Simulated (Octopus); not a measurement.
HfO4Si (I41/amd, No. 141):
```
HfO4Si
1.0
   -3.27670     3.27670     2.98224
    3.27670    -3.27670     2.98224
    3.27670     3.27670    -2.98224
Hf Si O
2 2 8
Direct
  0.00000   0.00000   0.00000
  0.75000   0.25000   0.50000
  0.25000   0.75000   0.50000
  0.50000   0.50000   0.00000
  0.13409   0.31920   0.81489
  0.06920   0.75431   0.68511
  0.50431   0.31920   0.18511
  0.06920   0.38409   0.31489
  0.61591   0.93080   0.68511
  0.68080   0.86591   0.18511
  0.24569   0.93080   0.31489
  0.68080   0.49569   0.81489
```
The cell is a database entry, not relaxed again.

Method: LDA in Octopus 16.4; grid spacing about 0.16 Å, Γ-centred 6×6×6 k-mesh, no spin polarisation; PseudoDojo 0.4 LDA potentials. Spin-orbit coupling is left out.

On this mesh LDA separates the highest filled and lowest empty band by 5.34 eV, with a smallest direct gap of 5.71 eV.

Q: What does PBEsol give on the same cell and mesh, with PseudoDojo 0.4 PBEsol potentials?

A: 5.42 eV, smallest direct 5.80 eV.
